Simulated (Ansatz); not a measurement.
Level: m-r2SCAN, no spin polarisation; 500 eV; 4×4×13 Γ-centred mesh; fermi-dirac occupations (width 0.1 eV); Ansatz 0.2.0, fixed geometry.

Computed maps in the lattice plane spanned by a (left to right, 8.39 Å, 25 points from zero) and b (bottom to top, 8.39 Å, 25 points from zero), 90° apart, at height 0.000 along c. The fields are smooth PAW ones with compensation charges, not the true ones near nuclei.

Valence density. Digits on a logarithmic scale: 0 up to 0.03 e/Å³, each further digit a factor of 1.6, 9 from 1.3 e/Å³ up:
```
4569999987899998667898765
6679999986799997666666776
8779999976677776666667999
9867899766677666666668999
9966676667999766666679999
9866666679999976666669999
9766666679999976666667999
7666666679999976777766788
7666666679999877999976667
9876666667887668999996678
9997667777665568999997799
9997679998654457999997799
9997799999754456899976799
9997799999865566777766799
9876699999866788766666678
7766679999778999976666666
7887667777679999976666666
9999766666679999976666667
9999966666679999976666668
9999976666667999766676669
9999866666666776667998768
8999766666677776679999977
6677666666799997689999976
4567898766899998789999965
4468999977999999779999864
```

Question: The cell is V₂Ru₅. Which atoms lie within 0.2 Å of this plane, and where (fractions of a and b)?

Answer: Ru at (0.00, 0.50), Ru at (0.50, 0.00), Ru at (0.06, 0.21), Ru at (0.79, 0.06), Ru at (0.94, 0.79), Ru at (0.21, 0.94), Ru at (0.56, 0.29), Ru at (0.29, 0.44), Ru at (0.44, 0.71), Ru at (0.71, 0.56). The whole cell:
```
CELL_PARAMETERS angstrom
8.39464 0.00000 0.00000
0.00000 8.39464 0.00000
0.00000 0.00000 2.51558
ATOMIC_POSITIONS crystal
Ru 0.00000 0.50000 0.00000
Ru 0.50000 0.00000 0.00000
V 0.17917 0.67917 0.50000
V 0.32083 0.17917 0.50000
V 0.82083 0.32083 0.50000
V 0.67917 0.82083 0.50000
Ru 0.06336 0.20674 0.00000
Ru 0.79326 0.06336 0.00000
Ru 0.93664 0.79326 0.00000
Ru 0.20674 0.93664 0.00000
Ru 0.56336 0.29326 0.00000
Ru 0.29326 0.43664 0.00000
Ru 0.43664 0.70674 0.00000
Ru 0.70674 0.56336 0.00000
```

Origin: a known structure type with other elements, at an estimated volume, so it need not be a known compound. Caveats: no spin polarisation, so a magnetic state may lie lower; atoms or cell far from equilibrium; m-r2SCAN is r2SCAN with a changed spin dependence that lowers moments.
